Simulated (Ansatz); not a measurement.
Data:

BaAg2Ge2:
```xyz
5
Lattice="-2.2809 2.2809 5.3139 2.2809 -2.2809 5.3139 2.2809 2.2809 -5.3139" Properties=species:S:1:pos:R:3 pbc="T T T"
Ge     0.0000     0.0000     4.0510
Ge     0.0000     0.0000     6.5768
Ag     0.0000     2.2809     2.6569
Ag     2.2809     0.0000     2.6569
Ba     0.0000     0.0000     0.0000
```

This is the PBEsol-relaxed structure.

Q: All from plane-wave PAW PBEsol (Ansatz code), unless another level is named. Predict the electronic character.

A: metallic (no gap).

Q: Predict the density of states at the Fermi level.

A: 0.36 states/eV per atom (mean over ±0.08 eV).

Q: Predict the formation energy from the elements (no fitted shifts).

A: -0.38 eV/atom.

Space group I4/mmm. The workflow started from an entry of the Crystallography Open Database (COD). Whether it is the stable phase at ambient conditions was not checked. The cell was relaxed with PBEsol under the symmetry of its start; whether a distortion lowers the energy is not shown. The run is not spin-polarised. The references are the lowest solids computed at this level, not always the standard phases. Spin–orbit coupling is left out wherever it is not named.

Potentials: the later of the program's two PAW sets.
